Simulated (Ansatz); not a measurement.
Se, A15: geometry optimisation

The calculation used DFT, LDA (PW92), plane waves (420 eV) with PAW, scalar-relativistic in Ansatz. The PAW files were generated under PBE, with cores re-solved for the functional.

k-point mesh 5×5×5, Fermi-Dirac smearing 0.1 eV, no spin polarisation. Cell and atoms relax.

Starting structure:

```cif
data_structure
_symmetry_space_group_name_H-M 'P 1'
_symmetry_Int_Tables_number 1
_cell_length_a 5.5878
_cell_length_b 5.5878
_cell_length_c 5.5878
_cell_angle_alpha 90.000
_cell_angle_beta 90.000
_cell_angle_gamma 90.000
_cell_volume 174.47
loop_
_atom_site_label
_atom_site_type_symbol
_atom_site_fract_x
_atom_site_fract_y
_atom_site_fract_z
_atom_site_occupancy
Se1 Se 0.00000 0.00000 0.00000 1
Se2 Se 0.50000 0.50000 0.50000 1
Se3 Se 0.25000 0.00000 0.50000 1
Se4 Se 0.75000 0.00000 0.50000 1
Se5 Se 0.50000 0.25000 0.00000 1
Se6 Se 0.50000 0.75000 0.00000 1
Se7 Se 0.00000 0.50000 0.25000 1
Se8 Se 0.00000 0.50000 0.75000 1
```

What cell does the relaxation end in?

Pm-3n with a = 5.363 Å; 19.28 Å³ per atom against 21.81 at the start (-11.6 %).

How much energy does the relaxation gain?

68.4 meV per atom.
